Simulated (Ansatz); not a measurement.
Here is the system:

ZrAg:
Space group Fm-3m (No. 225); a = 5.5844 Å, b = 5.5844 Å, c = 5.5844 Å, α = 90.00°, β = 90.00°, γ = 90.00°

```json
[
 {"atom": "Ag", "site": "4a", "symmetry": "m-3m", "x": "0.0000", "y": "0.0000", "z": "0.0000"},
 {"atom": "Zr", "site": "4b", "symmetry": "m-3m", "x": "0.5000", "y": "0.5000", "z": "0.5000"}
]
```
(The calculation used a cell of 2 atoms; values per cell refer to that cell.)

This is the PBEsol-relaxed structure.

### Question
All from PBEsol (plane waves, PAW; program Ansatz), unless another level is named. Predict the bulk modulus (Birch–Murnaghan fit).

### Answer
103 GPa.

### Question
Predict the highest zone-centre frequency.

### Answer
156 cm⁻¹.

### Question
And the elastic constants (relaxed ions, GPa)?

### Answer
C11 = 204, C12 = 51.6, C44 = -21.2.

The start of the workflow was typed in or built on a structure type; neither database checked (COD, Materials Project) lists it. COD files the formula under space group No. 129. Whether it is the stable phase at ambient conditions was not checked. The cell was relaxed with PBEsol under the symmetry of its start. At this level the phase is mechanically unstable. No spin polarisation was allowed. Its formation energy is positive at this level, so the cell may be metastable or incomplete. As this level gives no gap, shear constants depend on the k-mesh and smearing (Fermi–Dirac, 0.1 eV here). As this level gives no gap, phonon frequencies hold no LO–TO term and depend on the k-mesh and smearing (Fermi–Dirac, 0.1 eV here).

Potentials: the earlier of the program's two PAW sets. The files were generated under PBE; for other functionals the program regenerates the frozen cores, and for LDA and PBEsol the local potential too.
